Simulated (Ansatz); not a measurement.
# Calculated Ti-47 nuclear quadrupole resonance for TiO₂

Cell: an entry of the Crystallography Open Database (COD), taken as it stands.

Space group Pbca (No. 61); a = 5.1450, b = 9.1850, c = 5.4470 Å.

```
site  Wyckoff  site symmetry       x       y       z
  Ti       8c              1  0.1270  0.1270  0.8870
  O9       8c              1  0.4650  0.2300  0.8950
 O17       8c              1  0.8200  0.0100  0.8450
```

One atom of each set is listed.

All values are calculated (Ansatz; DFT, PBE, plane waves and PAW, scalar-relativistic, 420 eV cutoff, Γ-centred 5×3×4 k-points, Fermi–Dirac smearing 0.02 eV), not measured.

Ti-47: I = 5/2, Q = 302.0 mb (year-2017 value). Static lattice, zero field.

Question: At which frequencies do the Ti-47 NQR lines lie?

Answer: For I = 5/2 and η = 0 the lines are 3|C_Q|/20 and twice that; η pulls their ratio below 2.

| site | atoms | V_zz (10²¹ V/m²) | C_Q (MHz) | η | line frequencies (MHz) |
| --- | --- | --- | --- | --- | --- |
| Ti | 8 | 1.38 | 10.0 | 0.19 | 1.57, 2.99 |

Question: And for Ti-49 (I = 7/2, Q = 247.0 mb) on Ti?

Answer: C_Q scales with Q to 8.22 MHz, with lines at 0.659, 1.15, 1.75 MHz.

At this cell the PBE pressure is 5 GPa, so with PBE the cell would grow if it were relaxed. The largest force is 0.8 eV/Å, so the atoms aren't at the calculated equilibrium and relaxing them would move these values.

The run took 22 s of wall time (22 s of CPU time) and 0.84 GiB at its peak, on 1 thread of AMD EPYC 9R45 96-Core Processor (Zen 5) (x86_64; 48 cores open to the job, memory cap 3.0 GiB, no GPU), a shared host with a load of 0.7 a core.
